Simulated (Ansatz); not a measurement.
GaIr$_{3}$N:
```yaml
crystal:
  lattice:
    - [4.04646, 0.00000, 0.00000]
    - [0.00000, 4.04646, 0.00000]
    - [0.00000, 0.00000, 4.04646]
  atoms:
    - { symbol: Ga, position: [0.00000, 0.00000, 0.00000] }
    - { symbol: Ir, position: [0.00000, 0.50000, 0.50000] }
    - { symbol: Ir, position: [0.50000, 0.00000, 0.50000] }
    - { symbol: Ir, position: [0.50000, 0.50000, 0.00000] }
    - { symbol: N, position: [0.50000, 0.50000, 0.50000] }
```

Relaxed with PBEsol. Special points in fractions of this cell's reciprocal vectors: Γ (0.000, 0.000, 0.000); X (0.000, 0.500, 0.000); M (0.500, 0.500, 0.000); R (0.500, 0.500, 0.500).

Problem. List the band energies nearest the Fermi level at these points for DFT-PBEsol in the program Ansatz with PAW potentials.

Solution. In eV from the Fermi level; about four levels below and three above (degenerate sets whole), none deeper than 8.9 eV; points with the same levels are listed once.

```tsv
k	below	above
Γ	-2.06 -2.06 -2.06 -1.97 -1.97	0.36 0.36 0.36
X	-2.10 -1.45 -0.89 -0.89	0.37 1.08 2.17
M	-1.97 -1.24 -0.89 -0.20	0.70 0.70 1.48
R	-2.82 -2.82 -2.82 -1.34 -1.34	0.11 0.11 0.11
```

Space group Pm-3m (anti-perovskite). The start of the workflow was typed in or built on a structure type; neither database checked (COD, Materials Project) lists it. Its standing as an ambient phase is unchecked. Symmetry was held in the PBEsol relaxation. At this level the phase is dynamically unstable (imaginary phonons). The workflow began spin-polarised and lost its moments. The volume moved by 17 % from the start of the relaxation. Its formation energy is positive at this level, so the cell may be metastable or incomplete. Scalar-relativistic: spin–orbit coupling is off unless named, which matters more the heavier the elements.

Potentials: the later of the program's two PAW sets.
